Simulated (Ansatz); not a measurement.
# What a change of settings does to a run on Si

The cell comes from COD entry 2102763, which wasn't checked; take it as a given geometry. It differs from other determinations. The listed cell was then made from it by scaling, straining or moving an atom.

First run: DFT, LDA, all-electron LAPW, scalar-relativistic (Ansatz 0.2.0).

Command: `ansatz run input.yaml --threads 1 --pin off --max-ram 2048MiB --backend cpu --events-out ev --progress --plain --runs-dir out` The run took 11 s on 1 thread of Arm Neoverse V2, with other jobs on the host.

```yaml
crystal:
  lattice:
    - [0.0, 2.7492688318, 2.7492688318]
    - [2.7492688318, 0.0, 2.7492688318]
    - [2.7492688318, 2.7492688318, 0.0]
  atoms:
    - { symbol: Si, position: [0.75, 0.75, 0.75] }
    - { symbol: Si, position: [0.5, 0.5, 0.5] }
kpoints:
  mp_grid: { grid: [11, 11, 11] }
scf:
  occupations: { method: fermi_dirac, width: 0.05 }
hamiltonian:
  xc: lda
  pseudopotentials: { kind: all_electron, lapw: { basis_error: 0.001 } }
output:
  forces: true
  stress: true
relax:
  f_tol: 0.005
  max_steps: 80
  cell: {}
```

Result: converged; relaxed volume 19.694 Å³/atom; 17 SCF iterations in all.

The input is then changed:

```diff
@@ -5,6 +5,6 @@
     - [2.7492688318, 2.7492688318, 0.0]
   atoms:
-    - { symbol: Si, position: [0.75, 0.75, 0.75] }
-    - { symbol: Si, position: [0.5, 0.5, 0.5] }
+    - { symbol: Si, position: [0.75, 0.75, 0.75], spin: 3.0 }
+    - { symbol: Si, position: [0.5, 0.5, 0.5], spin: 3.0 }
 kpoints:
   mp_grid: { grid: [11, 11, 11] }
@@ -21,3 +21,5 @@
   max_steps: 80
   cell: {}
+magnetization:
+  spin_polarized: true
```

Question: What does the second run give?

Answer: It converged; relaxed volume 19.694 Å³/atom; moment 0.00 μB; 27 SCF iterations in all.
